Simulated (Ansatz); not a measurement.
KRb2RhF6:
```cif
data_F24K4Rb8Rh4
_chemical_formula_sum 'K4 Rb8 Rh4 F24'
_space_group_name_H-M_alt 'Fm-3m'
_space_group_IT_number 225
_space_group_name_Hall '-F 4 2 3'
_cell_length_a 8.90220
_cell_length_b 8.90220
_cell_length_c 8.90220
_cell_angle_alpha 90.000
_cell_angle_beta 90.000
_cell_angle_gamma 90.000
loop_
_atom_site_label
_atom_site_type_symbol
_atom_site_symmetry_multiplicity
_atom_site_Wyckoff_symbol
_atom_site_fract_x
_atom_site_fract_y
_atom_site_fract_z
_atom_site_occupancy
K1 K 4 b 0.50000 0.50000 0.50000 1
Rb1 Rb 8 c 0.25000 0.25000 0.25000 1
Rh1 Rh 4 a 0.00000 0.00000 0.00000 1
F1 F 24 e 0.00000 0.00000 0.22238 1
```
(The calculation used a cell of 10 atoms; values per cell refer to that cell.)

Relaxed with r²SCAN. DFT-r²SCAN in the program Ansatz with PAW potentials gives a gap of 2.82 eV.

Q: What gap does HSE06 give on the same cell (Ansatz, PAW)?

A: 4.72 eV, 1.90 eV more. The hybrid was solved on a coarser mesh and at special points; its gap is the smallest among all of these.

```tsv
k	v1 r²SCAN	c1 r²SCAN	v1 HSE06	c1 HSE06
Γ	-0.12	2.95	?	?
X	0.00	2.82	0.00	4.72
L	-0.05	3.08	?	?
W	0.00	2.86	?	?
K	-0.02	2.88	?	?
```

Q: Top valence (v1) and lowest conduction level (c1) in eV from each method's valence maximum (which need not be a listed point): supply the withheld HSE06 values.

A: 
- L, v1 HSE06: -0.05
- L, c1 HSE06: 5.01
- K, v1 HSE06: -0.02
- K, c1 HSE06: 4.78
- W, v1 HSE06: 0.00
- W, c1 HSE06: 4.76
- Γ, v1 HSE06: -0.12
- Γ, c1 HSE06: 4.87

Cost on shared cores: the r²SCAN run (SCF on a 6×6×6 mesh, then bands and DOS) around 2.4 core-minutes (rough), the HSE06 run (SCF on 3×3×3, then a few points) very roughly 5 core-minutes; the tasks are unlike.

The first step of the workflow began from a Materials Project structure, measured or hypothetical; the Crystallography Open Database files this formula in space group No. 225, but the cells were not matched. Whether it is the stable phase at ambient conditions was not checked. The cell was relaxed with r²SCAN under the symmetry of its start; whether a distortion lowers the energy is not shown. No spin polarisation was allowed. Spin–orbit coupling is left out wherever it is not named.

Potentials: the later of the program's two PAW sets.
